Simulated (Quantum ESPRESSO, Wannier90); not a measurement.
# YN (rock salt): Wannier90 run

```
YN
1.0
    0.00000     2.44836     2.44836
    2.44836     0.00000     2.44836
    2.44836     2.44836     0.00000
Y N
1 1
Direct
  0.00000   0.00000   0.00000
  0.50000   0.50000   0.50000
```

Materials Project entry mp-2114; symmetrised, unrelaxed at this level. COD (Crystallography Open Database) has an entry of this formula and space group (matched by these alone). Method: PBEsol plane waves in Quantum ESPRESSO 7.5 (PseudoDojo norm-conserving files, 68 Ry, spinors with spin-orbit coupling), Bloch states on a 8×8×8 mesh through Γ, Wannier90 4.0.1. Density: 12×12×12 mesh, Gaussian smearing 0.01 Ry. The gap is small at this level and was sampled on the meshes and a path alone.

The plane-wave run has 44 bands and 16 electrons a cell. On the energy scale of pw.x, whose zero is arbitrary, the valence-band maximum lies at 11.99 eV.

Isolated groups of bands, relative to the valence-band maximum (bands from 17 on overlap up to the last one computed):

```tsv
bands	from (eV)	to (eV)	filling	weight on atomic waves
1–2	-40.70	-40.54	filled	Y 4s 94 %
3–4	-21.95	-21.39	filled	Y 4p 95 %
5–8	-20.63	-19.91	filled	Y 4p 96 %
9–10	-12.84	-11.07	filled	N 2s 72 %, Y 4d 15 %, Y 5s 7 %
11–16	-4.13	0.00	filled	N 2p 68 %, Y 4d 25 %
```

Input w.win, without the blocks of cell, atoms and k-points (512 lines):

```
num_bands = 34
num_wann = 16
exclude_bands = 1-10
spinors = true
num_iter = 800
conv_tol = 1.0e-6
conv_window = 4
dis_num_iter = 1000
dis_conv_tol = 1.0e-6
dis_froz_max = 17.60
write_hr = true
write_u_matrices = true
begin projections
f=-0.00654,-0.00245,-0.00831: d
f=0.49424,0.51731,0.49720: p
end projections
mp_grid = 8 8 8
```

wannier90.x stops with:
```
dis_windows: More states in the frozen window than target WFs
```
At some k-point more bands lie below dis_froz_max than there are Wannier functions, and every frozen state has to fit into the subspace. Mended as below, all else unchanged, the run goes through (Ω_I = 20.8 Å²) and follows the plane-wave bands to 21 meV rms (states up to 1.1 eV relative to the valence-band maximum).
```
dis_froz_max = 13.60
```
